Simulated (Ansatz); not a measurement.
**Collinear states of MnPt2**

Computed with Ansatz, DFT PBEsol, scalar-relativistic, plane waves, PAW.

```
Mn Pt
1.0
     2.85840    0.00000    0.00000
    -1.42920    2.47545    0.00000
     0.00000    0.00000    6.53250
Mn Pt
1 2
Direct
  0.00000 0.00000 0.00000
  0.33333 0.66667 0.68379
  0.66667 0.33333 0.31621
```

```
plane-wave cutoff                               : 420 eV
Γ-centred k-mesh                                : 18×18×8
occupation rule                                 : Gaussian smearing, 0.1 eV
list of starting moments (μB, in atom order)    : 4 1 1
check for lower electronic states after the SCF : off
```

All runs keep this geometry, which isn't relaxed for the lowest state (largest force there 0.019 eV/Å, pressure -11.8 GPa; forces reach 0.39 eV/Å in another state) and needn't be a stable compound; relaxing each order would shift the differences by some 190 meV/atom, going by the pressures and a bulk modulus of about 150 GPa. Signs run over the atoms with starting moments. A propagation vector, in units of the reciprocal vectors, doubles the cell, which takes an equally dense mesh. The large starts are 5 2.5 2.5 μB. The small starts are 0.5 0.5 0.5 μB. Spin–orbit coupling is left out, which for heavy magnetic ions can matter as much as these differences. Site moments are spin moments in atom-centred spheres that scale with the neighbour distance. The states are those that the runs reached from these starts; a lower one can exist.

| start | ends | energy above lowest (meV/atom) | site moments (μB) | gap on mesh (eV) | P (GPa) |
| --- | --- | --- | --- | --- | --- |
| no spin | non-magnetic | 336 | none over 0.05 | metal | -25.8 |
| ferromagnetic | ferromagnetic | 73.6 | Mn +3.72, Pt +0.30 (×2) | metal | -9.1 |
| large parallel starting moments | ferromagnetic | 73.6 | Mn +3.72, Pt +0.30 (×2) | metal | -9.1 |
| ferrimagnetic in the cell, signs +-- | ferromagnetic | 73.6 | Mn +3.72, Pt +0.30 (×2) | metal | -9.1 |
| ferrimagnetic in the cell, signs ++- | ferromagnetic | 73.6 | Mn +3.72, Pt +0.30 (×2) | metal | -9.1 |
| antiferromagnetic, doubled cell, propagation vector (0, 0, 1/2) | antiferromagnetic | 59.1 | Mn +3.68, Pt -0.23 (×2), Pt +0.23 (×2), Mn -3.68 | metal | -9.8 |
| antiferromagnetic, doubled cell, propagation vector (0, 1/2, 0) | antiferromagnetic | 0.00 | Mn +3.61, Pt -0.08 (×2), Pt +0.08 (×2), Mn -3.61 | metal | -11.8 |
| small parallel starting moments | non-magnetic | 336 | none over 0.05 | metal | -25.8 |